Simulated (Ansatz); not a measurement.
In PBE in the plane-wave PAW code Ansatz, TaAs in the tetragonal phase (I4_1md; Ta on 4a, As on 4a) relaxes to a = 3.463 Å, c = 11.737 Å. As has 6 nearest neighbours from 2.62 Å (trigonal prismatic). Its formation energy from the elements is -0.55 eV/atom, with no fitted shifts.

Electronic character: no gap, with almost no states at the Fermi level (zero-gap or semimetallic).

An equation-of-state fit gives a bulk modulus of 174 GPa.

The PBE relaxation kept the symmetry of its start. The run is not spin-polarised. A small band overlap can be real or an error of a semilocal functional. The references are the lowest solids computed at this level, not always the standard phases. Spin–orbit coupling is left out wherever it is not named.

Potentials: the earlier of the program's two PAW sets.
